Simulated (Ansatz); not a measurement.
NaI in the rocksalt structure, relaxed with r2SCAN: 5 runs in Ansatz, each a calculation of independent-particle optics. Space group Fm-3m (No. 225), cubic; a = 6.459 Å in the conventional setting, 33.69 Å³ an atom. Around Na lie 6 I at 3.23 Å; around I lie 6 Na at 3.23 Å. Calculated for a static, non-magnetic cell.

```xyz
2
Lattice="0.0000 3.2297 3.2297 3.2297 0.0000 3.2297 3.2297 3.2297 0.0000" Properties=species:S:1:pos:R:3 pbc="T T T"
Na    0.0000    0.0000    0.0000
I     3.2297    3.2297    3.2297
```

On meshes this coarse, single peaks can be features of the mesh. No local fields, no excitons; the zone sum runs over the cells of the mesh, and ε∞ includes the bands left out of the spectrum. Up to four peaks are listed, those above 15 % of the tallest and inside the complete range; the four can differ from row to row.

```json
{"functional": "PBE", "k mesh": "6×6×6", "broadening (eV)": "0.1", "scissors (eV)": "0.00", "range (eV)": "0–17", "direct gap on the mesh before scissors (eV)": "3.66", "ε∞ xx": "3.79", "ε∞ yy": "3.79", "ε∞ zz": "3.79", "complete up to (eV)": "7.7", "tallest peaks of mean ε₂ (eV)": "6.05 7.45"}
{"functional": "r2SCAN", "k mesh": "6×6×6", "broadening (eV)": "0.1", "scissors (eV)": "0.00", "range (eV)": "0–17", "direct gap on the mesh before scissors (eV)": "4.45", "ε∞ xx": "3.44", "ε∞ yy": "3.44", "ε∞ zz": "3.44", "complete up to (eV)": "8.2", "tallest peaks of mean ε₂ (eV)": "6.75 8.10"}
{"functional": "LDA", "k mesh": "6×6×6", "broadening (eV)": "0.1", "scissors (eV)": "0.00", "range (eV)": "0–17", "direct gap on the mesh before scissors (eV)": "3.35", "ε∞ xx": "3.96", "ε∞ yy": "3.96", "ε∞ zz": "3.96", "complete up to (eV)": "7.5", "tallest peaks of mean ε₂ (eV)": "5.85 7.25"}
{"functional": "PBE+SOC", "k mesh": "6×6×6", "broadening (eV)": "0.1", "scissors (eV)": "0.00", "range (eV)": "0–17", "direct gap on the mesh before scissors (eV)": "3.32", "ε∞ xx": "3.82", "ε∞ yy": "3.82", "ε∞ zz": "3.82", "complete up to (eV)": "7.3", "tallest peaks of mean ε₂ (eV)": "5.95 7.00"}
```

**Question.** Estimate from these rows what the further settings give.
```
functional  k mesh  broadening (eV)    scissors (eV)  range (eV)
       PBE   6×6×6              0.1  1.03 (to HSE06)        0–17
```

**Answer.**
```json
{"functional": "PBE", "k mesh": "6×6×6", "broadening (eV)": "0.1", "scissors (eV)": "1.03 (to HSE06)", "range (eV)": "0–17", "direct gap on the mesh before scissors (eV)": "3.66", "ε∞ xx": "3.44", "ε∞ yy": "3.44", "ε∞ zz": "3.44", "complete up to (eV)": "8.7", "tallest peaks of mean ε₂ (eV)": "7.05 8.45"}
```

Only the levels marked +SOC include spin-orbit coupling.
